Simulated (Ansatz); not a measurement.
# Sn3SeS2 (Cmcm) at 2 levels of theory

One geometry, relaxed with PBE; plane waves with PAW potentials in Ansatz, scalar-relativistic. No spin polarisation. Gaps are the least over mesh and band path; pressure is positive in compression.

```yaml
crystal:
  lattice:
    - [2.08708, -5.96313, 0.00000]
    - [2.08708, 5.96313, 0.00000]
    - [0.00000, 0.00000, 12.55076]
  atoms:
    - { symbol: Sn, position: [0.37287, 0.62713, 0.57591] }
    - { symbol: Sn, position: [0.37287, 0.62713, 0.92409] }
    - { symbol: Sn, position: [0.36544, 0.63456, 0.25000] }
    - { symbol: Sn, position: [0.63456, 0.36544, 0.75000] }
    - { symbol: Sn, position: [0.62713, 0.37287, 0.07591] }
    - { symbol: Sn, position: [0.62713, 0.37287, 0.42409] }
    - { symbol: Se, position: [0.13550, 0.86450, 0.25000] }
    - { symbol: Se, position: [0.86450, 0.13550, 0.75000] }
    - { symbol: S, position: [0.15508, 0.84492, 0.58547] }
    - { symbol: S, position: [0.15508, 0.84492, 0.91453] }
    - { symbol: S, position: [0.84492, 0.15508, 0.08547] }
    - { symbol: S, position: [0.84492, 0.15508, 0.41453] }
```

```
level  cutoff (eV)   k mesh  gap (eV)  pressure (GPa)
  PBE          420  10×10×4      0.23             0.0
```

Question: What comes out on the same cell with PBEsol?

Answer:
```
 level  cutoff (eV)   k mesh  gap (eV)  pressure (GPa)
PBEsol          420  10×10×4      0.18            -2.9
```

The cell holds layers, chains or molecules and no dispersion correction was added, so their binding is poorly described.

It was reached by relaxing an invented guess, and it needn't be the stable form of this composition.
